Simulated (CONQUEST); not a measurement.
**A series of runs on the (101) slab of ScAl3 (cut from a parent of space group no. 221; 12 atoms in the cell)**

```xyz
12
Lattice="4.0878 0.0000 0.0000 0.0000 5.7810 0.0000 0.0000 0.0000 17.2263" Properties=species:S:1:pos:R:3 pbc="T T T"
Sc     0.0000     2.6611     6.4453
Sc     0.0000     5.5516     9.3358
Sc     0.0000     2.6611    12.2263
Al     0.0000     5.5516     6.4453
Al     2.0439     1.2158     5.0000
Al     2.0439     4.1064     5.0000
Al     0.0000     2.6611     9.3358
Al     2.0439     4.1064     7.8905
Al     2.0439     1.2158     7.8905
Al     0.0000     5.5516    12.2263
Al     2.0439     1.2158    10.7811
Al     2.0439     4.1064    10.7811
```

Base run A: PBE, numerical atomic orbitals double-zeta with polarisation (the shipped basis), PseudoDojo norm-conserving potentials made for PBE run with CONQUEST 1.3, self-consistent single point.

Its settings: basis = DZP; Diag.MPMeshX, Y, Z = 4 3 1; potentials = PseudoDojo norm-conserving PBE; Grid.GridCutoff = 140 Ha; DM.SolutionMethod = diagon; Diag.kT = 0.003675 Ha; Diag.GammaCentred = true; minE.SCTolerance = 1.0e-06; SC.MaxIters = 100; SC.LinearMixingFactor = 0.5; SC.KerkerPreCondition = true; SC.KerkerFactor = 0.1 1/bohr; AtomMove.TypeOfRun = static.

The program uses no crystal symmetry, so grid and mesh can part values that symmetry would make equal. The atom-centred basis is finite, which shifts total energies and forces against plane waves. No dipole correction was used; where the two faces of such a cut differ, images can couple through a dipole. No clean gap shows at this smearing width and mesh (spacing up to 0.38 Å⁻¹); the mesh is coarse for partly filled bands, so the values carry mesh errors.

ΔF is the free energy per atom less that of run A. 

```tsv
run	change	ΔF (meV/atom)	largest force (eV/Å)
A	base	0.00	0.854
B	atom 6 moved by -0.15 angstrom along z	4.1	0.857
C	atom 6 moved by -0.08 angstrom along z	1.64	0.855
D	atom 6 moved by -0.04 angstrom along z	0.65	0.854
E	atom 6 moved by +0.04 angstrom along z	-0.28	0.852
F	atom 6 moved by +0.08 angstrom along z	-0.14	0.851
G	atom 6 moved by +0.15 angstrom along z	1.20	0.847
```

Run C against A: The free energy goes up by 1.6 meV/atom and the largest force moves little (0.854 to 0.855 eV/Å).

Run D against A: The free energy stays essentially unchanged (within 1 meV/atom) and the largest force stays at 0.854 eV/Å.

Small differences between rows can be mesh errors.
